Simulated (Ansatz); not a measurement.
Input:

Relaxed HfO₂ (fluorite):

```
CELL_PARAMETERS angstrom
      0.00000     5.05847     5.05847
      2.52923     0.00000     2.52923
      2.52923     2.52923     0.00000
ATOMIC_POSITIONS crystal
  Hf 0.00000 0.00000 0.00000
  Hf 0.50000 0.00000 0.00000
  O  0.12500 0.25000 0.25000
  O  0.62500 0.25000 0.25000
  O  0.37500 0.75000 0.75000
  O  0.87500 0.75000 0.75000
```

Scan: atom 5 (O, nearest neighbour Hf at 2.190 Å; its periodic images, 3.6 Å or more away, move with it) is displaced along Cartesian [110], direction (0.707, 0.707, 0.000) in Cartesian axes, by s. The other atoms stay.

These are r2SCAN (plane waves to 500 eV, PAW, scalar-relativistic; Ansatz, a program for electronic structure) values and carry that method's errors. k mesh 9×9×9 (Γ-centred), Fermi-Dirac smearing 0.05 eV. The energy includes the smearing's −TS. Left out: 4 of 11 points, with atoms too close for the PAW data. HfO2 is run without spin polarisation. HfO2 was relaxed with its symmetry unable to fall. Spin-orbit coupling is left out, though Hf is heavy. This is a high-temperature form of HfO2. The zero of ΔE is the undisplaced structure.

The scan covers s from -0.396 to 0.396 Å in 7 points.

Problem. Is this a single well or a double well?

Solution. A single well with its minimum at or next to zero displacement.

Problem. Is the energy the same for equal positive and negative displacements?

Solution. Even: the same for both signs. With its periodic images moving along, the atom's site symmetry in this cell is 3m.

Problem. What force acts on the atom along the line at s = -0.396 Å?

Solution. 5.79 eV/Å.

Problem. What is the force constant k = d²E/ds² of this move at s = 0?

Solution. 12.4 eV/Å².

(For displaced atoms, the force is minus the slope of the energy, and its curvature is a force constant, which sets phonon frequencies.)
